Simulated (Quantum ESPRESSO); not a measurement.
# Band energies of SiO$_{2}$

```xyz
12
Lattice="-4.9393 4.2582 2.5507 4.9393 -4.2582 2.5507 4.9393 4.2582 -2.5507" Properties=species:S:1:pos:R:3 pbc="T T T"
O      5.5421     2.4461    -1.0662
O     -0.6028     1.8121     1.4846
O      4.3365    -1.8121     1.4846
O      5.5421     1.8121     1.4846
O      0.0000     0.0000     4.7836
O      0.0000     4.2582     2.2329
O     -2.4697     3.4232     2.4260
O      7.4090     0.8349    -0.1247
Si     5.8581     1.2724    -0.0018
Si    -0.9188     2.9858     2.5489
Si     4.0205    -2.9858     2.5489
Si     0.9188     7.2439    -0.0018
```

PBEsol (pw.x of Quantum ESPRESSO, ONCV potentials, no spin-orbit coupling); path ΓXLTWRX1ZΓYSW,L1Y,Y1Z; energies in eV from the valence-band maximum.

```csv
k (1/Å),point,band 28,band 29,band 30,band 31,band 32,band 33,band 34,band 35
0.00,Γ,-1.06,-0.96,-0.47,-0.36,-0.24,5.81,9.05,9.12
0.39,,-1.00,-0.90,-0.74,-0.55,-0.11,6.67,9.06,9.06
0.78,X,-1.10,-0.99,-0.68,-0.25,-0.01,8.39,8.47,8.52
0.78,L,-1.10,-0.98,-0.68,-0.26,-0.01,8.34,8.46,8.53
1.10,T,-1.06,-0.86,-0.78,-0.49,0.00,7.95,8.42,8.77
1.10,W,-1.20,-0.82,-0.82,-0.19,-0.19,8.33,8.33,8.62
1.47,R,-1.20,-0.89,-0.89,-0.17,-0.17,8.07,8.07,9.08
1.47,X1,-1.10,-0.99,-0.68,-0.25,-0.01,8.39,8.47,8.52
1.69,,-1.12,-0.65,-0.50,-0.08,-0.01,7.93,7.96,8.40
1.92,Z,-1.13,-0.46,-0.42,-0.03,-0.01,7.72,7.72,8.23
2.08,,-1.13,-0.51,-0.40,-0.08,-0.04,7.00,8.18,8.43
2.56,Γ,-1.06,-0.96,-0.47,-0.36,-0.24,5.81,9.05,9.12
2.88,,-1.09,-0.46,-0.45,-0.42,-0.09,6.39,8.39,8.41
3.20,Y,-1.13,-0.46,-0.42,-0.06,-0.01,7.62,7.76,8.02
3.34,,-1.13,-0.48,-0.41,-0.14,-0.03,7.22,7.61,8.41
3.62,S,-1.13,-0.49,-0.41,-0.31,-0.09,6.80,7.36,9.04
3.99,,-1.16,-0.77,-0.71,-0.24,-0.13,7.50,7.82,9.10
4.23,W,-1.20,-0.82,-0.82,-0.19,-0.19,8.33,8.33,8.62
4.23,L1,-1.10,-0.98,-0.68,-0.26,-0.01,8.34,8.46,8.53
4.54,,-1.13,-0.55,-0.46,-0.07,-0.01,7.72,7.87,8.08
4.69,Y,-1.13,-0.46,-0.42,-0.06,-0.01,7.62,7.76,8.02
4.69,Y1,-1.13,-0.46,-0.42,-0.06,-0.01,7.62,7.76,8.02
4.78,Z,-1.13,-0.46,-0.42,-0.03,-0.01,7.72,7.72,8.23
```

The PBEsol gap is indirect, 5.81 eV, from T to Γ; the smallest direct gap is 6.05 eV. Another valence extremum on the path lies within 0.02 eV, too close to call.

Geometry of the Materials Project entry, not relaxed at this level.

This is not the ordinary phase of the substance; no match was found in the copy of COD used, and its stability was not checked.

Letters of k points follow the standard setting of the lattice, whose axes may be ordered differently from the printed cell.
